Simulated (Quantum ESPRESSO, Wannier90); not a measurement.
## Tight-binding from DFT: Te2Mo (P-6m2, isolated units)

Structure: Materials Project mp-1023935, symmetrised, not relaxed again. Computed values, not measurements, from PBEsol: Quantum ESPRESSO (norm-conserving PseudoDojo potentials, cutoff 66 Ry, no spin polarisation, no spin-orbit coupling) on a Γ-centred 6×6×4 mesh, then Wannier90. Density: 12×12×1 mesh, cold smearing 0.01 Ry. The cell is built of weakly bound layers, chains or molecules, whose nearest atoms lie 13.94 Å apart, far more than in van der Waals crystals (3.2 to 4.2 Å): it describes nearly isolated units, such as a monolayer, not the bulk crystal. Spin-orbit coupling is left out although heavy elements are present.

On the energy scale of pw.x, whose zero is arbitrary, the valence-band maximum lies at 1.80 eV.

Input w.win:

```
num_bands = 10
num_wann = 10
exclude_bands = 1,12-41
num_iter = 1000
conv_tol = 1.0e-6
conv_window = 4
write_hr = true
write_u_matrices = true
auto_projections = true
begin unit_cell_cart
ang
    3.5602301631    0.0000000000    0.0000000000
   -1.7801150816    3.0832497646    0.0000000000
    0.0000000000    0.0000000000   17.5240600000
end unit_cell_cart
begin atoms_frac
Te   0.3333333333 -0.3333333333 -0.1021400000
Te   0.3333333333 -0.3333333333  0.1021400000
Mo   0.0000000000  0.0000000000  0.0000000000
end atoms_frac
mp_grid = 6 6 4
begin kpoints
0.0000000000 0.0000000000 0.0000000000
0.0000000000 0.0000000000 0.2500000000
0.0000000000 0.0000000000 0.5000000000
... (141 more lines: the 6x6x4 mesh through Gamma)
end kpoints
```

Input of pw2wannier90.x that gives the overlap and projection files (equivalent; here they were cut from one run over all bands):

```
&inputpp
  outdir = './out'
  prefix = 'pwscf'
  seedname = 'w'
  write_amn = .true.
  write_mmn = .true.
  atom_proj = .true.
  atom_proj_exclude = 6 7 8 9 15 16 17 18 19 20 21 22 23 24 25 26 27 28
/
```

Output w.wout (banner and timings cut):

```
                                    ------
                                    SYSTEM
                                    ------

                              Lattice Vectors (Ang)
                    a_1     3.560230   0.000000   0.000000
                    a_2    -1.780115   3.083250   0.000000
                    a_3     0.000000   0.000000  17.524060

                   Unit Cell Volume:     192.36299  (Ang^3)

                        Reciprocal-Space Vectors (Ang^-1)
                    b_1     1.764826   1.018923  -0.000000
                    b_2     0.000000   2.037845   0.000000
                    b_3     0.000000  -0.000000   0.358546

 *----------------------------------------------------------------------------*
 |   Site       Fractional Coordinate          Cartesian Coordinate (Ang)     |
 +----------------------------------------------------------------------------+
 | te   1   0.33333  -0.33333  -0.10214   |    1.78012  -1.02775  -1.78991    |
 | te   2   0.33333  -0.33333   0.10214   |    1.78012  -1.02775   1.78991    |
 | mo   1   0.00000   0.00000   0.00000   |    0.00000   0.00000   0.00000    |
 *----------------------------------------------------------------------------*
                                ------------
                                K-POINT GRID
                                ------------

             Grid size =  6 x  6 x  4      Total points =  144

 *---------------------------------- MAIN ------------------------------------*
 |  Number of Wannier Functions               :                10             |
 |  Number of Objective Wannier Functions     :                10             |
 |  Number of input Bloch states              :                10             |
 |  Output verbosity (1=low, 5=high)          :                 1             |
 |  Timing Level (1=low, 5=high)              :                 1             |
 |  Optimisation (0=memory, 3=speed)          :                 3             |
 |  Length Unit                               :               Ang             |
 |  Post-processing setup (write *.nnkp)      :                 F             |
 |  Using Gamma-only branch of algorithms     :                 F             |
 *----------------------------------------------------------------------------*
 *------------------------------- WANNIERISE ---------------------------------*
 |  Total number of iterations                :              1000             |
 |  Number of CG steps before reset           :                 5             |
 |  Trial step length for line search         :             2.000             |
 |  Convergence tolerence                     :         0.100E-05             |
 |  Convergence window                        :                 4             |
 |  Iterations between writing output         :                 1             |
 |  Iterations between backing up to disk     :               100             |
 |  Write r^2_nm to file                      :                 F             |
 |  Write xyz WF centres to file              :                 F             |
 |  Write on-site energies <0n|H|0n> to file  :                 F             |
 |  Use guiding centre to control phases      :                 F             |
 |  Use phases for initial projections        :                 F             |
 *----------------------------------------------------------------------------*
 *-------------------------------- PLOTTING ----------------------------------*
 |  Plotting Hamiltonian in WF basis          :                 T             |
 *----------------------------------------------------------------------------*

       ... (k-mesh section left out)

 Starting a new Wannier90 calculation ...

 Reading overlaps from w.mmn

 Reading projections from w.amn

 *------------------------------- WANNIERISE ---------------------------------*
 +--------------------------------------------------------------------+<-- CONV
 | Iter  Delta Spread     RMS Gradient      Spread (Ang^2)            |<-- CONV
 +--------------------------------------------------------------------+<-- CONV

 ------------------------------------------------------------------------------
 Initial State
  WF centre and spread    1  (  1.780115, -1.027750, -1.783337 )     0.34555521
  WF centre and spread    2  (  1.780115, -1.021052, -1.772860 )     0.38943035
  WF centre and spread    3  (  1.780115, -1.034469, -1.772860 )     0.38943035
  WF centre and spread    4  (  1.780115, -1.030137, -1.784538 )     0.35387662
  WF centre and spread    5  (  1.780115, -1.025363, -1.784538 )     0.35387662
  WF centre and spread    6  (  1.780115, -1.027750,  1.783337 )     0.34555521
  WF centre and spread    7  (  1.780115, -1.021052,  1.772860 )     0.38943035
  WF centre and spread    8  (  1.780115, -1.034469,  1.772860 )     0.38943035
  WF centre and spread    9  (  1.780115, -1.030137,  1.784538 )     0.35387662
  WF centre and spread   10  (  1.780115, -1.025363,  1.784538 )     0.35387662
  Sum of centres and spreads ( 17.801151,-10.277542,  0.000000 )     3.66433828

      0     0.366E+01     0.0000000000        3.6643382613  <-- CONV
        O_D=      0.0000455 O_OD=      0.0028421 O_TOT=      3.6643383 <-- SPRD
 ------------------------------------------------------------------------------
      1    -0.147E-06     0.0005328186        3.6643381145  <-- CONV
        O_D=      0.0000455 O_OD=      0.0028420 O_TOT=      3.6643381 <-- SPRD
      2    -0.901E-07     0.0010362604        3.6643380244  <-- CONV
        O_D=      0.0000455 O_OD=      0.0028419 O_TOT=      3.6643380 <-- SPRD
      3    -0.647E-07     0.0004144594        3.6643379597  <-- CONV
        O_D=      0.0000455 O_OD=      0.0028418 O_TOT=      3.6643380 <-- SPRD
      4    -0.133E-06     0.0005778397        3.6643378264  <-- CONV
        O_D=      0.0000455 O_OD=      0.0028417 O_TOT=      3.6643378 <-- SPRD
             <<<     Delta < 1.000E-06  over  4 iterations     >>>
             <<< Wannierisation convergence criteria satisfied >>>
 Final State
  WF centre and spread    1  (  1.780115, -1.027750, -1.783337 )     0.34555530
  WF centre and spread    2  (  1.780115, -1.021052, -1.772860 )     0.38943047
  WF centre and spread    3  (  1.780115, -1.034469, -1.772860 )     0.38943043
  WF centre and spread    4  (  1.780115, -1.030137, -1.784538 )     0.35387636
  WF centre and spread    5  (  1.780115, -1.025363, -1.784538 )     0.35387636
  WF centre and spread    6  (  1.780115, -1.027750,  1.783337 )     0.34555530
  WF centre and spread    7  (  1.780115, -1.021052,  1.772860 )     0.38943047
  WF centre and spread    8  (  1.780115, -1.034469,  1.772860 )     0.38943043
  WF centre and spread    9  (  1.780115, -1.030137,  1.784538 )     0.35387636
  WF centre and spread   10  (  1.780115, -1.025363,  1.784538 )     0.35387636
  Sum of centres and spreads ( 17.801151,-10.277542,  0.000000 )     3.66433784

         Spreads (Ang^2)       Omega I      =     3.661450646
        ================       Omega D      =     0.000045473
                               Omega OD     =     0.002841707
    Final Spread (Ang^2)       Omega Total  =     3.664337826
```
